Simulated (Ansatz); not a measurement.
TiO₂:
```
CELL_PARAMETERS angstrom
      4.80400     0.00000     0.00000
      0.00000     4.86615     0.00000
     -0.86474     0.00000     4.96596
ATOMIC_POSITIONS crystal
  Ti 0.27700 0.44551 0.71454
  Ti 0.72300 0.55449 0.28546
  Ti 0.72300 0.94551 0.78546
  Ti 0.27700 0.05449 0.21454
  O  0.44630 0.74202 0.96336
  O  0.55370 0.25798 0.03664
  O  0.55370 0.24202 0.53664
  O  0.44630 0.75798 0.46336
  O  0.06351 0.32232 0.35224
  O  0.93649 0.67768 0.64776
  O  0.93649 0.82232 0.14776
  O  0.06351 0.17768 0.85224
```

Relaxed with r²SCAN. Independent-particle spectrum: no excitons, no local fields, no scissors shift; 0.1 eV broadening; ε₁ of the summed bands alone.

Task: Tabulate the dielectric function from DFT-r²SCAN in the program Ansatz with PAW potentials.

Result: 

| E (eV) | ε₁ xx | ε₂ xx | ε₁ yy | ε₂ yy | ε₁ zz | ε₂ zz |
|---|---|---|---|---|---|---|
| 0.0 | 6.78 | 0.00 | 6.90 | 0.00 | 6.15 | 0.00 |
| 0.3 | 6.79 | 0.00 | 6.92 | 0.00 | 6.17 | 0.00 |
| 0.6 | 6.85 | 0.00 | 6.98 | 0.00 | 6.21 | 0.00 |
| 0.9 | 6.95 | 0.00 | 7.08 | 0.00 | 6.28 | 0.00 |
| 1.2 | 7.09 | 0.00 | 7.23 | 0.00 | 6.38 | 0.00 |
| 1.5 | 7.29 | 0.00 | 7.45 | 0.00 | 6.53 | 0.00 |
| 1.8 | 7.57 | 0.00 | 7.75 | 0.00 | 6.72 | 0.00 |
| 2.1 | 7.96 | 0.00 | 8.17 | 0.00 | 6.98 | 0.00 |
| 2.4 | 8.55 | 0.00 | 8.82 | 0.00 | 7.33 | 0.00 |
| 2.7 | 9.72 | 0.03 | 10.25 | 0.15 | 7.86 | 0.00 |
| 3.0 | 10.97 | 2.02 | 11.02 | 2.10 | 8.69 | 0.27 |
| 3.3 | 10.86 | 3.23 | 11.24 | 3.43 | 9.64 | 0.55 |
| 3.6 | 11.04 | 5.12 | 11.63 | 5.66 | 11.53 | 1.91 |
| 3.9 | 8.48 | 6.25 | 9.54 | 6.75 | 11.38 | 5.21 |
| 4.2 | 9.43 | 6.06 | 8.56 | 8.24 | 9.24 | 6.26 |
| 4.5 | 8.20 | 7.53 | 6.73 | 7.90 | 7.42 | 7.23 |
| 4.8 | 7.37 | 7.64 | 6.58 | 7.66 | 6.70 | 6.82 |
| 5.1 | 7.58 | 8.40 | 6.62 | 8.60 | 6.58 | 6.74 |
| 5.4 | 6.13 | 10.94 | 4.82 | 9.22 | 6.49 | 7.23 |
| 5.7 | 3.31 | 9.62 | 3.48 | 7.92 | 5.82 | 8.13 |
| 6.0 | 2.01 | 8.40 | 4.20 | 7.74 | 4.80 | 7.84 |
| 6.3 | 2.80 | 7.45 | 4.07 | 8.36 | 5.26 | 8.10 |
| 6.6 | 3.25 | 9.16 | 3.89 | 10.59 | 5.62 | 10.76 |
| 6.9 | 1.55 | 9.06 | 1.53 | 10.54 | 1.09 | 11.77 |
| 7.2 | 0.12 | 9.44 | -0.76 | 10.70 | -0.42 | 10.04 |
| 7.5 | -1.32 | 8.72 | -3.22 | 8.93 | -1.81 | 8.55 |
| 7.8 | -2.27 | 6.77 | -3.90 | 6.77 | -2.10 | 7.59 |
| 8.1 | -2.34 | 6.56 | -3.44 | 5.22 | -2.79 | 6.82 |
| 8.4 | -3.01 | 5.34 | -2.96 | 4.31 | -3.10 | 5.71 |
| 8.7 | -2.83 | 4.91 | -2.64 | 3.75 | -3.03 | 4.50 |
| 9.0 | -3.33 | 3.81 | -2.40 | 3.29 | -2.95 | 4.26 |
| 9.3 | -2.72 | 2.91 | -2.10 | 2.71 | -3.25 | 3.40 |
| 9.6 | -2.44 | 2.42 | -1.85 | 2.61 | -3.03 | 2.30 |
| 9.9 | -1.98 | 2.42 | -1.96 | 2.45 | -2.33 | 1.82 |
| 10.2 | -2.23 | 1.79 | -2.00 | 1.82 | -2.09 | 1.49 |
| 10.5 | -1.84 | 1.23 | -1.52 | 1.38 | -1.61 | 1.07 |
| 10.8 | -1.29 | 0.98 | -1.19 | 1.25 | -1.21 | 0.98 |
| 11.1 | -1.02 | 0.96 | -1.08 | 1.11 | -0.90 | 0.88 |
| 11.4 | -0.80 | 0.93 | -0.82 | 0.91 | -0.69 | 0.90 |
| 11.7 | -0.64 | 0.74 | -0.52 | 0.81 | -0.51 | 0.80 |
| 12.0 | -0.41 | 0.67 | -0.26 | 0.79 | -0.29 | 0.78 |

Task: From ε at 4.8 eV (xx: 7.37 + 7.64i), find n, k, the normal reflectivity and the absorption coefficient.

Result: n = 3.00, k = 1.274, R = 32 %, α = 2kE/ħc = 620000 cm⁻¹.

With all bands, ε∞ without local fields is 7.10 (xx), 7.25 (yy), 6.50 (zz).

Space group P2_1/c. The workflow started from a Materials Project entry (that database holds measured and hypothetical structures alike); the Crystallography Open Database files this formula in space group No. 14, but the cells were not matched. It is not the phase usual at ambient conditions (space group No. 61, 136, 141). The cell was relaxed with r²SCAN under the symmetry of its start; whether a distortion lowers the energy is not shown. No spin polarisation was allowed.

Potentials: the later of the program's two PAW sets.
